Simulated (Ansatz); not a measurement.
TaSb2:
```cif
data_Sb8Ta4
_chemical_formula_sum 'Ta4 Sb8'
_space_group_name_H-M_alt 'C2/m'
_space_group_IT_number 12
_space_group_name_Hall '-C 2y'
_cell_length_a 10.22613
_cell_length_b 3.63287
_cell_length_c 8.28130
_cell_angle_alpha 90.000
_cell_angle_beta 120.406
_cell_angle_gamma 90.000
loop_
_space_group_symop_operation_xyz
  'x, y, z'
  '-x, -y, -z'
  '-x, y, -z'
  'x, -y, z'
  'x+1/2, y+1/2, z'
  '-x+1/2, -y+1/2, -z'
  '-x+1/2, y+1/2, -z'
  'x+1/2, -y+1/2, z'
loop_
_atom_site_label
_atom_site_type_symbol
_atom_site_symmetry_multiplicity
_atom_site_Wyckoff_symbol
_atom_site_fract_x
_atom_site_fract_y
_atom_site_fract_z
_atom_site_occupancy
Ta1 Ta 4 i 0.15066 0.00000 0.18827 1
Sb1 Sb 4 i 0.14795 0.00000 0.53449 1
Sb2 Sb 4 i 0.40516 0.00000 0.11369 1
```
(The calculation used a cell of 6 atoms; values per cell refer to that cell.)

Relaxed at zero pressure with PBEsol (plane waves, PAW; program Ansatz).

The volume is lowered by 6 % and shape and atoms relax at that volume. What pressure results, and how do the axes share the change?

8.0 GPa; a -1.6 %, b -2.7 %, c -1.9 %; the energy rises by 31 meV/atom.

Give the new structure.


Space group C2/m (No. 12); a = 10.0659 Å, b = 3.5338 Å, c = 8.1223 Å, α = 90.00°, β = 120.31°, γ = 90.00°

| atom | site | symmetry | x | y | z |
|---|---|---|---|---|---|
| Ta | 4i | m | 0.1510 | 0.0000 | 0.1879 |
| Sb | 4i | m | 0.1467 | 0.0000 | 0.5336 |
| Sb | 4i | m | 0.4054 | 0.0000 | 0.1178 |

The phase is kept; no other phase was compared at this pressure.

The first step of the workflow began from a Materials Project structure, measured or hypothetical; the Crystallography Open Database copy checked does not list it. Whether it is the stable phase at ambient conditions was not checked. Symmetry was held in the PBEsol relaxation; its stability against distortions is not shown here. The run is not spin-polarised. Spin–orbit coupling is left out wherever it is not named.

Potentials: the later of the program's two PAW sets.
